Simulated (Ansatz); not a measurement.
# What internal relaxation does to the elastic constants of B₆As

Theory: DFT PBEsol, scalar-relativistic, plane waves, PAW in Ansatz. Plane waves to 420 eV; Γ-centred k mesh 6×6×6; fixed occupations. No spin polarisation.

Relaxed structure:
```xyz
14
Lattice="3.0614 1.7675 3.9479 -3.0614 1.7675 3.9479 0.0000 -3.5350 3.9479" Properties=species:S:1:pos:R:3 pbc="T T T"
B     0.0000   -1.0923    1.4055
B    -0.9459    0.5461    1.4055
B     1.6813   -0.9707    7.5648
B     0.0000    1.9414    7.5648
B    -1.6813   -0.9707    7.5648
B     1.6813    0.9707    4.2788
B    -1.6813    0.9707    4.2788
B     0.0000   -1.9414    4.2788
B     0.9459   -0.5461   10.4381
B     0.0000    1.0923   10.4381
B    -0.9459   -0.5461   10.4381
B     0.9459    0.5461    1.4055
As    0.0000    0.0000    7.1156
As    0.0000    0.0000    4.7280
```

Clamped-ion constants (GPa, Voigt order; atoms follow the strain homogeneously):
```
516.7  59.0  47.3 -10.1   0.0   0.0
 59.0 516.7  47.3  10.1   0.0   0.0
 47.3  47.3 460.4   0.0   0.0   0.0
-10.0  10.0   0.0 211.9   0.0   0.0
  0.0   0.0   0.0   0.0 211.9 -10.0
  0.0   0.0   0.0   0.0 -10.1 228.9
```

Q: What are the constants once the atoms relax in each strained cell?

A:
C11 = 442.8, C12 = 99.5, C13 = 67.3, C14 = -3.7, C22 = 442.8, C23 = 67.3, C24 = 3.7, C33 = 362.2, C44 = 175.7, C55 = 175.7, C56 = -3.7, C66 = 171.7 GPa; the others vanish.
The Voigt shear modulus goes from 219.9 to 172.2 GPa and the Voigt bulk modulus from 200.1 to 190.6 GPa. Relaxation subtracts ΛᵀK⁻¹Λ/V, with Λ the forces that a strain puts on the atoms and K the zone-centre force constants. At a stable cell this can only lower the diagonal constants, and it acts only for strains that share their symmetry with an optical mode; elsewhere, and where the coupling is weak, the constants hardly move.

Cost: 2 runs of about 7.4 core-minutes in all, on Intel Xeon Platinum 8375C (Ice Lake), Intel Xeon 6985P-C (Granite Rapids) (shared hosts).